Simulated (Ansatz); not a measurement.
**AlNi: an elastic run with k mesh 6×6×5**

Computed with DFT LDA, scalar-relativistic, plane waves, PAW in Ansatz.

Launched with:
```bash
ansatz run input.yaml --threads 1 --pin off --max-ram 3072MiB --backend cpu --events-out ev --progress --plain --runs-dir out
```

Input (bare energies are in eV):
```yaml
crystal:
  lattice:
    - [2.0028655982, -2.0028644324, 0.0]
    - [2.0028655982, 2.0028644324, 0.0]
    - [0.0, 0.0, 2.8351334304]
  atoms:
    - { symbol: Al, position: [0.0, 0.0, 0.0] }
    - { symbol: Ni, position: [0.5, 0.5, 0.5] }
basis:
  ecutwfc: 420
kpoints:
  mp_grid: { grid: [6, 6, 5] }
hamiltonian:
  xc: lda
scf:
  occupations: { method: fermi_dirac, width: 0.15 }
output:
  forces: true
  stress: true
  eigenvalues: true
elastic:
  mode: relaxed_ion
  stencil: two_point
```

From the output:
```
--- Elastic constants: 4 strain directions × 2 members + reference (group order 16) ---
  dense FFT box of the reference and of every strained cell: 20×20×20
  strains applied: 11, 33, 23, 12; error gains: componentwise 1.00 (the most a stress slope's error grows in a printed constant), spectral 1.41 (1 for all six strains in a standard setting)
  C = ∂σ_k/∂η_j (tension-positive GPa; Voigt order 11 22 33 23 13 12):
       313.913     62.395    167.122     -0.000      0.000      0.000
        62.395    313.913    167.122     -0.000     -0.000      0.000
       170.603    170.603    239.989     -0.000     -0.000     -0.000
         0.000     -0.000      0.000    124.773      0.000      0.000
        -0.000      0.000     -0.000      0.000    124.773     -0.000
         0.000      0.000      0.000     -0.000      0.000      8.525
  reference stress σ⁰ (GPa):      0.784      0.784     -2.475      0.000      0.000      0.000
  C* (energy form; C + prestress term) asymmetry max|C*_kj − C*_jk| = 2.219e-1 GPa — a small one proves nothing (zero by symmetry where the batch's group is 432, −43m or m−3m); a large one is finite-difference/SCF noise where every solve ...
  moduli (Voigt/Reuss/Hill, GPa): K = 185.34/184.04/184.69   G = 82.79/28.62/55.71   E = 151.86   ν = 0.363
  mechanically stable: yes (min eigenvalue of sym C = 8.53 GPa)
  strain η (Voigt 11):  stress-route row diagonal C_11 = 313.91 GPa, energy-path curvature d²(F+E_count+ΔE)/dδ²/Ω₀ = 314.05 GPa
         δ    σ_11 (GPa) F (eV) n_scf n_hpsi n_pw
    -2.000e-3       0.1522       -6287.6771267       7   10329    466   relax 0 steps, max|allowed force component| 1.24e-29 eV/Å
     2.000e-3       1.4079       -6287.6766788       4    8314    466   relax 0 steps, max|allowed force component| 1.28e-29 eV/Å
  strain η (Voigt 33):  stress-route row diagonal C_33 = 239.99 GPa, energy-path curvature d²(F+E_count+ΔE)/dδ²/Ω₀ = 240.32 GPa
         δ    σ_33 (GPa) F (eV) n_scf n_hpsi n_pw
    -2.000e-3      -2.9566       -6287.6762339       7    7709    466   relax 0 steps, max|allowed force component| 7.93e-29 eV/Å
     2.000e-3      -1.9966       -6287.6776166       5    6422    466   relax 0 steps, max|allowed force component| 3.20e-29 eV/Å
  strain η (Voigt 23):  stress-route row diagonal C_44 = 124.77 GPa, energy-path curvature d²(F+E_count+ΔE)/dδ²/Ω₀ = 125.25 GPa
         δ    σ_23 (GPa) F (eV) n_scf n_hpsi n_pw
    -2.000e-3      -0.2495       -6287.6769579       6   13499    466   relax 0 steps, max|allowed force component| 0.00e0 eV/Å
     2.000e-3       0.2495       -6287.6769579       4   11424    466   relax 0 steps, max|allowed force component| 0.00e0 eV/Å
  strain η (Voigt 12):  stress-route row diagonal C_66 = 8.53 GPa, energy-path curvature d²(F+E_count+ΔE)/dδ²/Ω₀ = 8.07 GPa
         δ    σ_12 (GPa) F (eV) n_scf n_hpsi n_pw
    -2.000e-3      -0.0171       -6287.6769876       6   11350    466   relax 0 steps, max|allowed force component| 6.29e-29 eV/Å
     2.000e-3       0.0171       -6287.6769876       4    9779    466   relax 0 steps, max|allowed force component| 1.20e-29 eV/Å
```

It took 12 s on 1 thread of AMD EPYC (Zen 3), with other jobs on the host, peak memory 0.32 GiB.

Beside the reference run (Cutoff 420 eV, 16×16×14 k-points (Γ-centred), Fermi-Dirac smearing of 0.15 eV. No spin polarisation.), the elastic coefficients (GPa; two-point stencil, strain 0.002 and ions relaxed unless stated):
```tsv
setting	C11	C12	C44	C33	C13	C66
reference run	332.2	64.9	133.4	240.4	157.9	40.6
k mesh 6×6×5	313.9	62.4	124.8	240.0	167.1	8.5
```

In a metal, frequencies and elastic constants depend on the k mesh and the smearing, soft modes and shear constants most. Spin polarisation was left out, and a magnetic state may lie lower.